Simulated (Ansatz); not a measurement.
The cell is Ga4Sb3As, ordered on the zincblende lattice (I-42m) with 8 atoms a cell; cell and atoms were relaxed with r2SCAN. It is tetragonal, I-42m (No. 121); a = 6.019 Å, c = 12.019 Å in the conventional setting, 27.21 Å³ an atom. As has 4 Ga at 2.49 Å; Ga has 1 As at 2.49 Å and 3 Sb at 2.64–2.67 Å; Sb has 4 Ga at 2.64 Å; Sb has 4 Ga at 2.67 Å.

```
As Ga Sb
1.0
    -3.00935    3.00935    6.00953
     3.00935   -3.00935    6.00953
     3.00935    3.00935   -6.00953
As Ga Sb
1 4 3
Direct
  0.00000 0.00000 0.00000
  0.64212 0.64212 0.52548
  0.88336 0.35788 0.00000
  0.11664 0.11664 0.47452
  0.35788 0.88336 0.00000
  0.25000 0.75000 0.50000
  0.50000 0.50000 0.00000
  0.75000 0.25000 0.50000
```

3 runs of the PAW code Ansatz on this cell differ in the functional (and in the settings that go with it). Levels are in eV from each run's valence top; v1 is the last filled band, c1 the first empty one.

Run A, mean stress +2.1 GPa (compression positive):
```
point     v5     v3     v1    c1    c2    c3
    Γ  -2.55   0.00   0.00  0.01  1.05  1.35
    X  -1.37  -1.00  -0.90  0.29  0.72  1.93
    P  -2.17  -1.37  -0.93  1.27  1.44  1.79
    N  -2.36  -2.10  -1.11  2.36  2.36  2.60
```

Run B, mean stress +0.2 GPa (compression positive):
```
point     v5     v3     v1    c1    c2    c3
    Γ  -2.78   0.00   0.00  0.78  1.59  1.89
    X  -1.49  -1.07  -0.97  0.90  1.37  2.62
    P  -2.28  -1.48  -1.01  1.89  2.10  2.46
    N  -2.54  -2.26  -1.17  3.02  3.04  3.32
```

Run C, mean stress 0.0 GPa (compression positive):
```
point     v5     v3     v1    c1    c2    c3
    Γ  -2.67   0.00   0.00  0.43  1.28  1.61
    X  -1.44  -1.04  -0.95  0.57  1.04  2.22
    P  -2.22  -1.44  -0.98  1.54  1.73  2.10
    N  -2.44  -2.18  -1.14  2.62  2.63  2.92
```

Q: Match the runs to PBE, r2SCAN, HSE06.

A: A is PBE, B is HSE06, C is r2SCAN. In order of the gap: PBE 0.01, r2SCAN 0.43, HSE06 0.78 eV.

Spin-unpolarised throughout. Whether this structure exists isn't addressed.

No spin-orbit coupling is included; it can move band edges with weight on the heavy atoms by tenths of an eV.

The stress of a hybrid is loosely converged in these runs.

Gaps or overlaps of about a tenth of an eV are at the limit of these meshes: between the points read a gap can be smaller or closed.
